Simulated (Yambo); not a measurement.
Absorption of a free-standing CdClOH monolayer (symmetry P3m1, slab cell 16.5 Å high) under biaxial strain of +3 % in the plane with and without the electron-hole interaction (Yambo, PBEsol bands; 12×12×1 mesh, 8 valence and 5 conduction bands, static screening with 54 bands and a 3 Ry block, scissor 2.76 eV, Tamm-Dancoff, stochastic integration of W near q = 0; field along x).

| E (eV) | Im α, BSE (Å) | Im α, independent quasiparticles (Å) |
|---|---|---|
| 2.80 | 0.04 | 0.01 |
| 2.90 | 0.04 | 0.01 |
| 3.00 | 0.05 | 0.01 |
| 3.10 | 0.06 | 0.01 |
| 3.20 | 0.06 | 0.01 |
| 3.30 | 0.08 | 0.01 |
| 3.40 | 0.09 | 0.01 |
| 3.50 | 0.12 | 0.01 |
| 3.60 | 0.17 | 0.01 |
| 3.70 | 0.26 | 0.01 |
| 3.80 | 0.42 | 0.01 |
| 3.90 | 0.45 | 0.01 |
| 4.00 | 0.67 | 0.01 |
| 4.10 | 1.37 | 0.01 |
| 4.20 | 3.44 | 0.01 |
| 4.30 | 3.63 | 0.01 |
| 4.40 | 1.53 | 0.02 |
| 4.50 | 0.91 | 0.02 |
| 4.60 | 1.00 | 0.02 |
| 4.70 | 1.71 | 0.02 |
| 4.80 | 1.20 | 0.02 |
| 4.90 | 0.67 | 0.02 |
| 5.00 | 0.48 | 0.03 |
| 5.10 | 0.36 | 0.03 |
| 5.20 | 0.36 | 0.03 |
| 5.30 | 0.49 | 0.04 |
| 5.40 | 0.85 | 0.05 |
| 5.50 | 1.07 | 0.07 |
| 5.60 | 1.11 | 0.11 |
| 5.70 | 1.28 | 0.12 |
| 5.80 | 1.34 | 0.12 |
| 5.90 | 0.97 | 0.14 |
| 6.00 | 0.75 | 0.21 |
| 6.10 | 0.91 | 0.30 |
| 6.20 | 1.56 | 0.40 |
| 6.30 | 1.98 | 0.60 |
| 6.40 | 1.74 | 0.60 |
| 6.50 | 1.92 | 1.04 |
| 6.60 | 2.03 | 1.19 |
| 6.70 | 2.75 | 0.72 |
| 6.80 | 2.46 | 0.52 |
| 6.90 | 2.21 | 0.68 |
| 7.00 | 1.84 | 1.08 |
| 7.10 | 1.80 | 1.05 |
| 7.20 | 2.38 | 0.87 |
| 7.30 | 3.02 | 0.63 |
| 7.40 | 1.85 | 0.55 |
| 7.50 | 1.39 | 0.63 |
| 7.60 | 1.11 | 0.76 |
| 7.70 | 0.98 | 0.83 |
| 7.80 | 1.05 | 1.02 |
| 7.90 | 0.99 | 0.97 |
| 8.00 | 1.06 | 0.73 |
| 8.10 | 1.16 | 0.62 |
| 8.20 | 1.08 | 0.81 |
| 8.30 | 0.91 | 1.07 |
| 8.40 | 0.97 | 1.10 |
| 8.50 | 1.01 | 1.08 |
| 8.60 | 0.82 | 1.24 |
| 8.70 | 0.92 | 1.25 |
| 8.80 | 1.08 | 1.46 |
| 8.90 | 0.83 | 1.50 |
| 9.00 | 0.57 | 1.53 |
| 9.10 | 0.47 | 1.68 |
| 9.20 | 0.42 | 1.94 |
| 9.30 | 0.37 | 1.75 |
| 9.40 | 0.43 | 1.60 |
| 9.50 | 0.48 | 1.82 |
| 9.60 | 0.44 | 2.15 |
| 9.70 | 0.42 | 2.24 |

The scissor comes from a G0W0 run whose convergence isn't established. Broadening 0.1 eV. The band window holds all transitions up to 11.8 eV. Fine structure above the onset can come from the mesh.

Spin-orbit splittings are left out.

Geometry strained from the cell relaxed with PBEsol, atoms relaxed again; primitive cell a = b = 3.7553 Å, c = 16.5000 Å, α = β = 90.00°, γ = 120.00°.

This is a model layer cut from the bulk structure; whether it is stable on its own was not checked.
